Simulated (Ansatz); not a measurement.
Relaxed Ru (hcp, Mg type):

```
Ru
1.0
    2.70456     0.00000     0.00000
   -1.35228     2.34222     0.00000
    0.00000     0.00000     8.52018
Ru
4
Direct
  0.33333   0.66667   0.37500
  0.33333   0.66667   0.87500
  0.66667   0.33333   0.12500
  0.66667   0.33333   0.62500
```

A phonon eigenvector at A = (0.0, 0.0, 0.5) is frozen into this cell: atom i moves by Q times the vector below, so Q is the largest atomic displacement, in Å. The cell is held. It is one choice among 2 degenerate patterns. (q is in reciprocal vectors of the primitive cell; the cell shown is doubled to hold the pattern.)

| atom | x | y | z |
|---|---|---|---|
| Ru1 | 0.000 | 0.000 | -1.000 |
| Ru2 | 0.000 | 0.000 | 1.000 |

Atoms not listed stay in place.

Level of theory: r2SCAN (plane waves to 500 eV, PAW, scalar-relativistic; Ansatz, a first-principles code). k mesh 20×20×6 (Γ-centred), Fermi-Dirac smearing 0.05 eV. E stands for the smeared free energy. With partly filled bands, energies and forces of such displacements shift with the k mesh and the smearing. Ru is run without spin polarisation. Ru was relaxed with its symmetry unable to fall. The zero of ΔE is the undisplaced structure. The last digit holds for this mesh only.

| Q (Å) | ΔE (meV/cell) |
|---|---|
| -0.1000 | 172.4 |
| -0.0833 | 119.5 |
| -0.0667 | 76.5 |
| -0.0500 | 43.1 |
| -0.0333 | withheld |
| -0.0167 | 4.8 |
| 0.0000 | 0.0 |
| 0.0167 | 4.8 |
| 0.0333 | withheld |
| 0.0500 | 43.1 |
| 0.0667 | 76.5 |
| 0.0833 | 119.5 |
| 0.1000 | 172.4 |

Problem. Fit an even polynomial form (powers 2, 4) to the given rows and predict ΔE at Q = 0.0333.

Solution. Least squares on the 11 given rows: ΔE = (17190)·Q² + (5112)·Q⁴, in meV/cell with Q in Å; root-mean-square residual 0.05 meV/cell. At 0.0333 the fit gives 19.1 meV/cell; the calculation gives 19.2 meV/cell, so the interpolation is off by -0.1 (-0.5 %). The quadratic term alone would give 19.1 meV/cell.

(A displaced cell: forces are minus the slopes of the energy, force constants its curvatures, and phonons follow from these.)
